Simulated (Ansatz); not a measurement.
Given:

AgI:
```
CELL_PARAMETERS angstrom
      4.48567     0.00000     0.00000
     -2.24284     3.88471     0.00000
      0.00000     0.00000     7.33888
ATOMIC_POSITIONS crystal
  Ag 0.33333 0.66667 0.00261
  Ag 0.66667 0.33333 0.50261
  I  0.33333 0.66667 0.37729
  I  0.66667 0.33333 0.87729
```

This is the LDA-relaxed structure.

Q: All from LDA in the plane-wave PAW code Ansatz, unless another level is named. Give the highest zone-centre frequency (without LO–TO term).

A: 134 cm⁻¹.

Q: Next, the bulk modulus (Birch–Murnaghan fit)?

A: 41.1 GPa.

Space group P6_3mc (wurtzite). The cell was relaxed with LDA under the symmetry of its start; of distortions, only those at the zone centre were tested. The run is not spin-polarised. Scalar-relativistic: spin–orbit coupling is off unless named, which matters more the heavier the elements.

Potentials: the later of the program's two PAW sets.
